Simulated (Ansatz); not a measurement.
**TaBi in the zincblende structure**

The computed numbers are results of PBE, scalar-relativistic (no spin polarisation) in the plane-wave PAW code Ansatz at 420 eV, 10×10×10 k-mesh, Gaussian smearing of 0.05 eV. The datasets are Ansatz's generated set soft_2.

```cif
data_structure
_symmetry_space_group_name_H-M 'F-43m'
_symmetry_Int_Tables_number 216
_cell_length_a 6.4610
_cell_length_b 6.4610
_cell_length_c 6.4610
_cell_angle_alpha 90.000
_cell_angle_beta 90.000
_cell_angle_gamma 90.000
_cell_volume 269.71
loop_
_atom_site_label
_atom_site_type_symbol
_atom_site_symmetry_multiplicity
_atom_site_Wyckoff_symbol
_atom_site_fract_x
_atom_site_fract_y
_atom_site_fract_z
_atom_site_occupancy
Ta1 Ta 4 a 0.00000 0.00000 0.00000 1
Bi1 Bi 4 d 0.25000 0.25000 0.75000 1
```

This is a trial structure made by placing the elements on a prototype's sites, so it needn't be the stable form.

The cell above was scaled in volume, its shape and atoms being fixed by the lattice's symmetry. Energies are counted from the cell above.

The cell is relaxed to zero pressure at this level.

```csv
V (Å³/atom),ΔE (meV/atom),P (GPa)
31.86,21.6,4.0
32.36,11.0,2.8
33.04,?,?
33.71,0.0,0.0
34.39,2.6,-1.2
35.06,10.0,-2.3
36.07,28.8,-3.6
37.08,55.6,-4.8
```

**Question.** Fill in the withheld row.

**Answer.** ΔE (meV/atom): 2.6, P (GPa): 1.3.

**Question.** What do the points give for the equilibrium volume, the bulk modulus and its pressure derivative (third-order Birch–Murnaghan)?

**Answer.** V0 = 33.70 Å³/atom, B0 = 62 GPa, B0′ = 4.4.

B0·V0 = 62.3 GPa × 33.70 Å³ = 13.10 eV/atom sets the scale: near the minimum ΔE ≈ ½ B0 V0 x², with x = V/V0 − 1, and a pressure of 0.6 GPa squeezes the volume by about 1 %. At the ends of the curve: x = −5.5 % predicts 19.5 meV/atom and the run gives 21.6; x = +10.1 % predicts 66.2 meV/atom and the run gives 55.6. Compression costs more and expansion less than the parabola says, since the crystal stiffens as it shrinks; B0′ measures that.

Scalar-relativistic only: spin–orbit splittings of the heavy atoms' levels are missing. The run is a metal.
